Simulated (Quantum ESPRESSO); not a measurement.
## ZnAlGaF6Cl2 (one run as intended and one with a planted mistake)

A calculation, not a measurement. The program is pw.x of Quantum ESPRESSO 7.5 (plane-wave density functional theory). The cell is made up: 11 atoms on a rutile lattice with one site empty, with randomly drawn elements, strain and displacements, not relaxed. PseudoDojo standard norm-conserving files (v0.5 for PBE, v0.4.1 for LDA and PBEsol) set the functional; there is no spin polarisation, spin-orbit coupling or dispersion term, and the masses in the input are unused placeholders.

Intended input:

```
&control calculation='scf', pseudo_dir='./dojo.nc.sr.pbe.v0_5.standard.upf', outdir='./o', disk_io='low', tprnfor=.true., tstress=.true. /
&system ibrav=0, nat=11, ntyp=5, nbnd=52, ecutwfc=84.00895049, nosym=.true., tot_charge=0,
 occupations='smearing', smearing='fd', degauss=0.0018374661
/
&electrons conv_thr=7.350e-09, electron_maxstep=60, /
ATOMIC_SPECIES
Al 1.0 Al.upf
Cl 1.0 Cl.upf
F 1.0 F.upf
Ga 1.0 Ga.upf
Zn 1.0 Zn.upf
CELL_PARAMETERS angstrom
4.6693 0.0136 -0.0211
0.0136 4.7084 -0.0137
-0.0281 -0.0182 6.2268
ATOMIC_POSITIONS angstrom
Zn -0.0064 -0.0466 0.0061
Al 2.3346 2.4065 1.5567
Ga -0.0026 -0.024 3.1078
F 1.4183 1.4473 -0.053
F 3.2207 3.2092 0.0183
F 3.8045 0.9337 1.5099
Cl 0.97 3.8183 1.5093
F 1.4949 1.4026 3.1035
F 3.2163 3.2815 3.1016
Cl 3.7597 0.9062 4.674
F 0.8726 3.7618 4.6714
K_POINTS automatic
5 5 4 1 1 1
```

The log is shortened where brackets say so; the opening notice, blank lines, dates and the lines on written files are dropped, and the path of the files is cut. It prints rydbergs, bohrs and kilobars, and counts compression as positive stress. Where no state is partly filled, the Fermi energy that it prints is only some level between the filled and the empty states on the mesh, and need not lie in the true gap.

Log of the intended run:

```
     Program PWSCF v.7.5
     Parallel version (MPI & OpenMP), running on       4 processor cores
     Number of MPI processes:                 4
     Threads/MPI process:                     1
     [start-up lines left out]
     bravais-lattice index     =            0
     lattice parameter (alat)  =       8.8238  a.u.
     unit-cell volume          =     923.7841 (a.u.)^3
     number of atoms/cell      =           11
     number of atomic types    =            5
     number of electrons       =        92.00
     number of Kohn-Sham states=           52
     kinetic-energy cutoff     =      84.0090  Ry
     charge density cutoff     =     336.0358  Ry
     scf convergence threshold =      7.3E-09
     mixing beta               =       0.7000
     number of iterations used =            8  plain     mixing
     Exchange-correlation= PBE
                           (   1   4   3   4   0   0   0)
     [axes and pseudopotential details left out]
   Cartesian axes
     site n.     atom                  positions (alat units)
         1        Zn     tau(   1) = (  -0.0013706  -0.0099799   0.0013064  )
         2        Al     tau(   2) = (   0.4999821   0.5153803   0.3333856  )
         3        Ga     tau(   3) = (  -0.0005568  -0.0051399   0.6655719  )
         4        F      tau(   4) = (   0.3037456   0.3099563  -0.0113506  )
         5        F      tau(   5) = (   0.6897508   0.6872879   0.0039192  )
         6        F      tau(   6) = (   0.8147785   0.1999628   0.3233629  )
         7        Cl     tau(   7) = (   0.2077369   0.8177339   0.3232344  )
         8        F      tau(   8) = (   0.3201504   0.3003833   0.6646511  )
         9        F      tau(   9) = (   0.6888085   0.7027718   0.6642441  )
        10        Cl     tau(  10) = (   0.8051840   0.1940734   1.0009921  )
        11        F      tau(  11) = (   0.1868776   0.8056337   1.0004353  )
     number of k points=    50  Fermi-Dirac smearing, width (Ry)=  0.0018
                       cart. coord. in units 2pi/alat
        k(    1) = (   0.1001396   0.0991567   0.0944770), wk =   0.0400000
        k(    2) = (   0.1009852   0.0996997   0.2819530), wk =   0.0400000
     [further k points left out]
     Dense  grid:    96081 G-vectors     FFT dimensions: (  54,  54,  72)
     Estimated max dynamical RAM per process >     276.43 MB
     Estimated total dynamical RAM >       1.01 GB
     Initial potential from superposition of free atoms
     starting charge      91.9947, renormalised to      92.0000
     Starting wfcs are   55 randomized atomic wfcs
     total cpu time spent up to now is        3.6 secs
     per-process dynamical memory:   220.6 Mb
     Self-consistent Calculation
     iteration #  1     ecut=    84.01 Ry     beta= 0.70
     Davidson diagonalization with overlap
     ethr =  1.00E-02,  avg # of iterations =  4.7
     total cpu time spent up to now is       11.2 secs
     total energy              =    -936.96140569 Ry
     estimated scf accuracy    <       1.34159007 Ry
     iteration #  2     ecut=    84.01 Ry     beta= 0.70
     Davidson diagonalization with overlap
     ethr =  1.46E-03,  avg # of iterations =  3.9
     total cpu time spent up to now is       18.9 secs
     total energy              =    -937.22680031 Ry
     estimated scf accuracy    <       1.66674323 Ry
     [iterations 3 to 9 left out]
     iteration # 10     ecut=    84.01 Ry     beta= 0.70
     Davidson diagonalization with overlap
     ethr =  1.14E-10,  avg # of iterations =  3.0
     total cpu time spent up to now is       74.4 secs
     total energy              =    -937.58946324 Ry
     estimated scf accuracy    <          9.8E-09 Ry
     iteration # 11     ecut=    84.01 Ry     beta= 0.70
     Davidson diagonalization with overlap
     ethr =  1.06E-11,  avg # of iterations =  2.7
     total cpu time spent up to now is       81.3 secs
     End of self-consistent calculation
     [lines on levels left out]
     the Fermi energy is     6.4148 ev
!    total energy              =    -937.58946324 Ry
     estimated scf accuracy    <          1.0E-09 Ry
     smearing contrib. (-TS)   =      -0.00000000 Ry
     internal energy E=F+TS    =    -937.58946324 Ry
     The total energy is F=E-TS. E is the sum of the following terms:
     one-electron contribution =    -619.16670875 Ry
     hartree contribution      =     362.50413649 Ry
     xc contribution           =    -174.14999648 Ry
     ewald contribution        =    -506.77689451 Ry
     convergence has been achieved in  11 iterations
     Forces acting on atoms (cartesian axes, Ry/au):
     atom    1 type  5   force =    -0.00406994   -0.00447077   -0.10138073
     atom    2 type  1   force =     0.15897671   -0.18339507   -0.02583810
     atom    3 type  4   force =     0.00190847    0.00202480    0.14085016
     atom    4 type  3   force =     0.03952949    0.03228746    0.10803106
     atom    5 type  3   force =    -0.02576386   -0.02593354    0.09838675
     atom    6 type  3   force =    -0.06499414    0.06122427    0.04650194
     atom    7 type  2   force =     0.02544642   -0.01756013    0.02518919
     atom    8 type  3   force =     0.00298199    0.01520616   -0.09078168
     atom    9 type  3   force =    -0.00147059   -0.01548693   -0.09110634
     atom   10 type  2   force =    -0.15194079    0.15576735   -0.05305818
     atom   11 type  3   force =     0.01939623   -0.01966361   -0.05679405
     Total force =     0.444894     Total SCF correction =     0.000125
     Computing stress (Cartesian axis) and pressure
          total   stress  (Ry/bohr**3)                   (kbar)     P=      170.36
   0.00131553  -0.00127849   0.00006197          193.52     -188.07        9.12
  -0.00127849   0.00125714   0.00001111         -188.07      184.93        1.63
   0.00006197   0.00001111   0.00090155            9.12        1.63      132.62
     init_run     :      3.34s CPU      3.46s WALL (       1 calls)
     electrons    :     77.39s CPU     77.72s WALL (       1 calls)
     forces       :      1.31s CPU      1.32s WALL (       1 calls)
     stress       :      4.31s CPU      4.31s WALL (       1 calls)
     [timing details left out]
     PWSCF        :   1m26.48s CPU   1m27.00s WALL
     JOB DONE.
```

A second run has one planted mistake: two atoms have their elements exchanged. The input lines that differ, file-writing options aside:

```
- F 3.2163 3.2815 3.1016
+ Cl 3.2163 3.2815 3.1016
- Cl 3.7597 0.9062 4.674
+ F 3.7597 0.9062 4.674
```

Its log:

```
     Program PWSCF v.7.5
     Parallel version (MPI & OpenMP), running on       4 processor cores
     Number of MPI processes:                 4
     Threads/MPI process:                     1
     [start-up lines left out]
     bravais-lattice index     =            0
     lattice parameter (alat)  =       8.8238  a.u.
     unit-cell volume          =     923.7841 (a.u.)^3
     number of atoms/cell      =           11
     number of atomic types    =            5
     number of electrons       =        92.00
     number of Kohn-Sham states=           52
     kinetic-energy cutoff     =      84.0090  Ry
     charge density cutoff     =     336.0358  Ry
     scf convergence threshold =      7.3E-09
     mixing beta               =       0.7000
     number of iterations used =            8  plain     mixing
     Exchange-correlation= PBE
                           (   1   4   3   4   0   0   0)
     [axes and pseudopotential details left out]
   Cartesian axes
     site n.     atom                  positions (alat units)
         1        Zn     tau(   1) = (  -0.0013706  -0.0099799   0.0013064  )
         2        Al     tau(   2) = (   0.4999821   0.5153803   0.3333856  )
         3        Ga     tau(   3) = (  -0.0005568  -0.0051399   0.6655719  )
         4        F      tau(   4) = (   0.3037456   0.3099563  -0.0113506  )
         5        F      tau(   5) = (   0.6897508   0.6872879   0.0039192  )
         6        F      tau(   6) = (   0.8147785   0.1999628   0.3233629  )
         7        Cl     tau(   7) = (   0.2077369   0.8177339   0.3232344  )
         8        F      tau(   8) = (   0.3201504   0.3003833   0.6646511  )
         9        Cl     tau(   9) = (   0.6888085   0.7027718   0.6642441  )
        10        F      tau(  10) = (   0.8051840   0.1940734   1.0009921  )
        11        F      tau(  11) = (   0.1868776   0.8056337   1.0004353  )
     number of k points=    50  Fermi-Dirac smearing, width (Ry)=  0.0018
                       cart. coord. in units 2pi/alat
        k(    1) = (   0.1001396   0.0991567   0.0944770), wk =   0.0400000
        k(    2) = (   0.1009852   0.0996997   0.2819530), wk =   0.0400000
     [further k points left out]
     Dense  grid:    96081 G-vectors     FFT dimensions: (  54,  54,  72)
     Estimated max dynamical RAM per process >     276.43 MB
     Estimated total dynamical RAM >       1.01 GB
     Initial potential from superposition of free atoms
     starting charge      91.9947, renormalised to      92.0000
     Starting wfcs are   55 randomized atomic wfcs
     total cpu time spent up to now is        3.9 secs
     per-process dynamical memory:   220.6 Mb
     Self-consistent Calculation
     iteration #  1     ecut=    84.01 Ry     beta= 0.70
     Davidson diagonalization with overlap
     ethr =  1.00E-02,  avg # of iterations =  5.3
     total cpu time spent up to now is       12.8 secs
     total energy              =    -936.93482296 Ry
     estimated scf accuracy    <       1.31211830 Ry
     iteration #  2     ecut=    84.01 Ry     beta= 0.70
     Davidson diagonalization with overlap
     ethr =  1.43E-03,  avg # of iterations =  3.2
     total cpu time spent up to now is       20.9 secs
     total energy              =    -937.19210747 Ry
     estimated scf accuracy    <       1.60297675 Ry
     [iterations 3 to 9 left out]
     iteration # 10     ecut=    84.01 Ry     beta= 0.70
     Davidson diagonalization with overlap
     ethr =  1.51E-10,  avg # of iterations =  2.6
     total cpu time spent up to now is       83.2 secs
     total energy              =    -937.54025306 Ry
     estimated scf accuracy    <       0.00000001 Ry
     iteration # 11     ecut=    84.01 Ry     beta= 0.70
     Davidson diagonalization with overlap
     ethr =  1.15E-11,  avg # of iterations =  3.6
     total cpu time spent up to now is       91.8 secs
     End of self-consistent calculation
     [lines on levels left out]
     the Fermi energy is     6.5070 ev
!    total energy              =    -937.54025306 Ry
     estimated scf accuracy    <          2.5E-09 Ry
     smearing contrib. (-TS)   =       0.00000000 Ry
     internal energy E=F+TS    =    -937.54025306 Ry
     The total energy is F=E-TS. E is the sum of the following terms:
     one-electron contribution =    -619.20905228 Ry
     hartree contribution      =     362.63175745 Ry
     xc contribution           =    -174.18606372 Ry
     ewald contribution        =    -506.77689451 Ry
     convergence has been achieved in  11 iterations
     Forces acting on atoms (cartesian axes, Ry/au):
     atom    1 type  5   force =    -0.07113701    0.07100607   -0.20137591
     atom    2 type  1   force =     0.07418562   -0.25543472   -0.21013030
     atom    3 type  4   force =     0.04649299    0.17797385    0.22993125
     atom    4 type  3   force =     0.02464156    0.02349615    0.09557296
     atom    5 type  3   force =    -0.01766391   -0.01543793    0.07481006
     atom    6 type  3   force =    -0.05712338    0.05947878    0.03542075
     atom    7 type  2   force =     0.02905792   -0.01287398   -0.01600889
     atom    8 type  3   force =    -0.02324732   -0.00943260   -0.06787685
     atom    9 type  2   force =    -0.01909871   -0.03794548    0.16166471
     atom   10 type  3   force =     0.02694838   -0.02272329   -0.04979177
     atom   11 type  3   force =    -0.01305615    0.02189315   -0.05221601
     Total force =     0.564182     Total SCF correction =     0.000090
     Computing stress (Cartesian axis) and pressure
          total   stress  (Ry/bohr**3)                   (kbar)     P=      182.32
   0.00161210  -0.00044284   0.00032244          237.15      -65.14       47.43
  -0.00044284   0.00131595   0.00026277          -65.14      193.58       38.65
   0.00032244   0.00026277   0.00079018           47.43       38.65      116.24
     init_run     :      3.64s CPU      3.77s WALL (       1 calls)
     electrons    :     87.65s CPU     87.94s WALL (       1 calls)
     forces       :      1.46s CPU      1.48s WALL (       1 calls)
     stress       :      4.77s CPU      4.77s WALL (       1 calls)
     [timing details left out]
     PWSCF        :   1m37.65s CPU   1m38.14s WALL
     JOB DONE.
```

|  | intended run | run with the mistake |
| --- | --- | --- |
| free energy (eV) | -12756.555 | -12755.885 |
| smearing term -TS (eV) | 0.0000 | 0.0000 |
| pressure (GPa) | 17.04 | 18.23 |
| largest force component (eV/Å) | 4.715 | 6.567 |
| largest change of a force component (eV/Å) |  | 6.499 |
| iterations | 11 | 11 |

For scale, a rerun of the intended cell at 1437 eV and a 7 x 7 x 6 mesh moved values by no more than 0.004 eV in energy, 0.02 GPa in stress and 0.002 eV/Å in force.